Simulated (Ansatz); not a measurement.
Ga2Pt (fluorite type, space group Fm-3m)

```
Ga2Pt
1.0
    0.00000     2.93463     2.93463
    2.93463     0.00000     2.93463
    2.93463     2.93463     0.00000
Ga Pt
2 1
Cartesian
  4.40195   4.40195   4.40195
  1.46732   1.46732   1.46732
  0.00000   0.00000   0.00000
```

The slice is a {111} plane (indices of the conventional cell) through the point (0.000, 0.000, 0.000) (fractional), spanned by u = [100] and v = [-1 2 0] in vectors of this cell: u (4.15 Å) and v (7.19 Å, at 90° to u). It covers one period; positions are fractions (u, v).

All values below come from LDA (plane waves to 420 eV, PAW, scalar-relativistic; Ansatz, a program for electronic structure). k mesh 14×14×14. Inside the PAW spheres the values are not all-electron values, and peaks at nuclei hang on which shells count as valence. Ga2Pt is run without spin polarisation. Ga2Pt was relaxed with its symmetry unable to fall. Spin-orbit coupling is left out, though Pt is heavy. This is a high-temperature form of Ga2Pt.

Problem. Sketch the electron localisation function (ELF) on this plane as a map.

Solution. 
```
v \ u  0.00  0.11  0.22  0.33  0.44  0.56  0.67  0.78  0.89
-----  ----  ----  ----  ----  ----  ----  ----  ----  ----
0.88   0.39  0.33  0.35  0.32  0.26  0.26  0.32  0.35  0.33
0.75   0.27  0.29  0.34  0.32  0.28  0.28  0.32  0.34  0.29
0.62   0.26  0.27  0.38  0.31  0.37  0.37  0.31  0.38  0.27
0.50   0.34  0.37  0.31  0.54     x     x  0.54  0.31  0.37
0.38   0.26  0.27  0.38  0.31  0.37  0.37  0.31  0.38  0.27
0.25   0.27  0.29  0.34  0.32  0.28  0.28  0.32  0.34  0.29
0.12   0.39  0.33  0.35  0.32  0.26  0.26  0.32  0.35  0.33
0.00      x     x  0.37  0.36  0.36  0.36  0.36  0.37     x
```

Values: electron localisation function (ELF). Points within 0.5 Å of a nucleus are blanked (x), as the pseudised field means little there.
